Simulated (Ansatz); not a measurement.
ZrSe$_{2}$ (CdI2 type)

Space group P-3m1 (No. 164); a = b = 3.735 Å, c = 6.032 Å, α = β = 90.00°, γ = 120.00°

```tsv
atom	site	symmetry	x	y	z
Zr	1a	-3m.	0.0000	0.0000	0.0000
Se	2d	3m.	0.3333	0.6667	0.2651
```

Equation-of-state scan: isotropic scaling of the cell above, V₀ being its volume. The atoms relax within the cell's symmetry.

Computed with PBE-D3(BJ) (plane waves to 420 eV, PAW, scalar-relativistic; Ansatz, a first-principles code). k mesh 14×14×8 (Γ-centred), Fermi-Dirac smearing 0.05 eV. Energies are smeared free energies. With the shape held, the modulus is that of even scaling; a crystal free to change shape is softer. At this level the bands of ZrSe2 touch or barely overlap; measurements give the solid a gap. ZrSe2 is run without spin polarisation. ZrSe2 was relaxed with its symmetry unable to fall. The zero of ΔE is the relaxed starting cell. The last digit holds for this mesh only.

| V (Å³/atom) | ΔE (meV/atom) |
|---|---|
| 21.862 | 36.0 |
| 22.469 | 19.2 |
| 23.076 | 8.1 |
| 23.683 | 1.9 |
| 24.291 | 0.0 |
| 24.898 | 1.8 |
| 25.505 | 6.8 |
| 26.112 | 14.6 |
| 26.720 | 25.0 |

**Question.** What bulk modulus at fixed cell shape B₀ follows from a third-order Birch-Murnaghan fit?

**Answer.** 39.2 GPa.

**Question.** What is the fitted pressure derivative B₀′?

**Answer.** 4.5.

(Under strain, the slope of the energy per volume gives the stress and its curvature an elastic modulus.)
